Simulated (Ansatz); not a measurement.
## Elastic constants of Zn$_{3}$GeO: input and output

These are results of DFT PBEsol, scalar-relativistic, plane waves, PAW in Ansatz, not measurements.

It can be run as:
```bash
ansatz run input.yaml --threads 1 --pin off --backend cpu --events-out ev --progress --plain --runs-dir out  # memory cap (--max-ram) not shown
```

Input (bare energies are in eV):
```yaml
crystal:
  lattice:
    - [4.1558786382, 0.0, 0.0]
    - [0.0, 4.1558786382, 0.0]
    - [0.0, 0.0, 4.1558786382]
  atoms:
    - { symbol: Zn, position: [0.5, 0.5, 0.0] }
    - { symbol: Zn, position: [0.0, 0.5, 0.5] }
    - { symbol: Zn, position: [0.5, 0.0, 0.5] }
    - { symbol: Ge, position: [0.0, 0.0, 0.0] }
    - { symbol: O, position: [0.5, 0.5, 0.5] }
basis:
  ecutwfc: 420
kpoints:
  mp_grid: { grid: [8, 8, 8] }
hamiltonian:
  xc: pbesol
scf:
  occupations: { method: fermi_dirac, width: 0.15 }
output:
  forces: true
  stress: true
  eigenvalues: true
elastic:
  mode: clamped_ion
  amplitude: 0.005
```

From the output:
```
--- Elastic constants: 2 strain directions × 4 members + reference (group order 48) ---
  dense FFT box of the reference and of every strained cell: 30×30×30
  strains applied: 11, 23; error gains: componentwise 1.00 (the most a stress slope's error grows in a printed constant), spectral 1.73 (1 for all six strains in a standard setting)
  C = ∂σ_k/∂η_j (tension-positive GPa; Voigt order 11 22 33 23 13 12):
        94.952     94.031     94.031     -0.000     -0.000     -0.000
        94.031     94.952     94.031     -0.000     -0.000     -0.000
        94.031     94.031     94.952     -0.000     -0.000     -0.000
         0.000      0.000     -0.000    -16.928      0.000     -0.000
        -0.000     -0.000      0.000     -0.000    -16.928      0.000
         0.000     -0.000      0.000     -0.000     -0.000    -16.928
  reference stress σ⁰ (GPa):     -0.007     -0.007     -0.007     -0.000      0.000      0.000
  C* (energy form; C + prestress term) asymmetry max|C*_kj − C*_jk| = 1.421e-14 GPa — a small one proves nothing (zero by symmetry where the batch's group is 432, −43m or m−3m); a large one is finite-difference/SCF noise where every solve ...
  moduli (Voigt/Reuss/Hill, GPa): K = 94.34/94.34/94.34   G = -9.97/1.20/-4.39   E = -13.36   ν = 0.524
  mechanically stable: NO (min eigenvalue of sym C = -16.93 GPa)
  strain η (Voigt 11):  stress-route row diagonal C_11 = 94.95 GPa, energy-path curvature d²(F+E_count+ΔE)/dδ²/Ω₀ = 95.40 GPa
    cells at ±δ against ±2δ: C11 95.07 and 95.44 GPa, apart by 0.38 % of the column's largest entry
         δ    σ_11 (GPa) F (eV) n_scf n_hpsi n_pw
    -1.000e-2      -1.0225      -14655.0883931      14   76505   1406
    -5.000e-3      -0.4980      -14655.0901400       7   52469   1412
     5.000e-3       0.4528      -14655.0901928       8   57772   1424
     1.000e-2       0.8863      -14655.0886639      12   64409   1434
  strain η (Voigt 23):  stress-route row diagonal C_44 = -16.93 GPa, energy-path curvature d²(F+E_count+ΔE)/dδ²/Ω₀ = -16.56 GPa
    cells at ±δ against ±2δ: C44 -16.92 and -16.89 GPa, apart by 0.19 % of the column's largest entry
         δ    σ_23 (GPa) F (eV) n_scf n_hpsi n_pw
    -1.000e-2       0.1689      -14655.0910787      11   84410   1418
    -5.000e-3       0.0846      -14655.0907747       7   83452   1422
     5.000e-3      -0.0846      -14655.0907747       7   82254   1422
     1.000e-2      -0.1689      -14655.0910787      11   85514   1418
```

The cell was built by swapping an element in a database structure (itself possibly hypothetical) and relaxing; it need not be the stable form of this composition. In a metal, frequencies and elastic constants depend on the k mesh and the smearing, soft modes and shear constants most. A semilocal functional can close a gap that the real compound has.

As the tensor has a negative eigenvalue, the Reuss and Hill moduli of a polycrystal, and E and ν formed from them, have no physical meaning here.

The least eigenvalue is -16.9 GPa; in a metal on this mesh the verdict on stability isn't firm within about 20 GPa or a tenth of the bulk modulus.

Every atom sits on an inversion centre, so no strain shifts the atoms against each other, and clamped-ion and relaxed constants are the same.